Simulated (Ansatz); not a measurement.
SiGe (wurtzite, space group No. 186), the program Ansatz at the r²SCAN level (PAW), all energies at zero smearing, with the estimated change up to a 700 eV cutoff added, with one set of potentials and settings (totals compare only within such a set). Cell of 4 atoms (2 Si, 2 Ge): -9883.834 eV.

```json
[
 {"element": "Si", "reference phase": "Fd-3m, 2 atoms in the cell", "E (eV/atom)": "-639.0667"},
 {"element": "Ge", "reference phase": "Fd-3m, 2 atoms in the cell", "E (eV/atom)": "-4302.9041"}
]
```

Formation energy per atom, worked out: (-9883.834 − 2×(-639.0667) − 2×(-4302.9041))/4 = 0.027 eV/atom (3 kJ per mol of atoms), at 0 K, without zero-point energy or fitted corrections.

Space group P6_3mc (wurtzite). The workflow started from a Materials Project entry (that database holds measured and hypothetical structures alike); the Crystallography Open Database copy checked does not list it. Whether it is the stable phase at ambient conditions was not checked. Symmetry was held in the r²SCAN relaxation; its stability against distortions is not shown here. The references are the lowest solids computed at this level, not always the standard phases.

Potentials: the later of the program's two PAW sets.
